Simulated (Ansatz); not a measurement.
All numbers below come from DFT PBE, scalar-relativistic, plane waves, PAW in Ansatz 0.2.0. Settings: cutoff 420 eV, Γ-centred meshes spaced at most about 0.3 Å⁻¹ (2π included), Gaussian smearing. No spin polarisation in the final relaxations.

All energies are static (0 K, no zero-point motion).

Two relaxed structures of Sn4SeS3:

A.

```xyz
8
Lattice="4.1760 0.0000 0.0000 0.0000 4.1760 0.0000 0.0000 0.0000 11.8067" Properties=species:S:1:pos:R:3 pbc="T T T"
Sn    0.0000    0.0000    0.0000
Sn    2.0880    2.0880    2.8896
Sn    0.0000    0.0000    5.9033
Sn    2.0880    2.0880    8.9171
Se    2.0880    2.0880    5.9033
S     0.0000    0.0000    8.8771
S     2.0880    2.0880    0.0000
S     0.0000    0.0000    2.9295
```

B.

```xyz
8
Lattice="4.3214 0.0000 0.0000 0.0000 4.1299 0.0000 -0.4592 0.0000 11.7376" Properties=species:S:1:pos:R:3 pbc="T T T"
Sn    4.2528    2.0649    0.0364
Sn    1.0132    0.0000    8.8607
Sn    1.3195    2.0649    5.7932
Sn    3.2591    0.0000    2.8513
Se    3.6361    0.0000    5.5972
S     1.5059    2.0649    3.1700
S     1.2549    0.0000   11.4803
S     3.5287    2.0649    9.1614
```

Task: Which would you expect to be lower, and how large is the difference?

Result: B is lower, by 25 meV/atom. A has Se and S ordered on rock salt sites, space group P4/mmm (No. 123), 25.7 Å³/atom and a gap of 0.13 eV on its mesh; B has space group Pm (No. 6), 26.2 Å³/atom and a gap of 0.62 eV. Counting S or Se atoms around Sn (for each partner element, those within 1.25 times its shortest distance or 1.15 times the sum of covalent radii, where it is the nearest in units of that sum or under 1.3; a plus sign parts groups by distance over the sum of covalent radii; the shortest distance is added where it exceeds 1.18 times the sum of covalent radii; a slash parts the counts of unlike sites), A has Sn 6/6 from 2.9 Å and B has Sn 3/3+2/5. Both come from invented guesses.

Weakly bound directions are ill-defined at this level, which has no dispersion term (Pm), and this can change margins and order among such cells. Kohn–Sham gaps at this level usually fall short of measured ones. Cells relaxed within their symmetry can be saddle points. The Pm cell of Sn4SeS3 came from shaking the P4/mmm one.
